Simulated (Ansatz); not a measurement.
According to PBEsol (plane waves, PAW; program Ansatz), CdTe in the hexagonal phase (P6_222; Cd on 3d, Te on 3c) relaxes to a = 4.523 Å, c = 10.264 Å. Against the elements it lies at -0.30 eV/atom, with no fitted shifts.

The Kohn–Sham gap is 0.09 eV (indirect). The valence maximum lies at A and the conduction minimum at Γ. Gap from PBEsol with spin–orbit coupling: none (metallic). The electron mass is 0.014, 0.051, 0.051 mₑ (principal values). The hole mass is 0.26, 0.26, 0.48 mₑ (principal values).

Without the LO–TO term the highest mode at Γ lies at 169 cm⁻¹.

The start of the workflow was typed in or built on a structure type; neither database checked (COD, Materials Project) lists it. It is not the phase usual at ambient conditions (space group No. 216). The cell was relaxed with PBEsol under the symmetry of its start; its stability against distortions is not shown here. Point labels and valley counts follow the cell and symmetry of the run, lower than the named group. The references are the lowest solids computed at this level, not always the standard phases. Scalar-relativistic: spin–orbit coupling is off unless named, which matters more the heavier the elements.

Potentials: the earlier of the program's two PAW sets. The files were generated under PBE; for other functionals the program regenerates the frozen cores, and for LDA and PBEsol the local potential too.
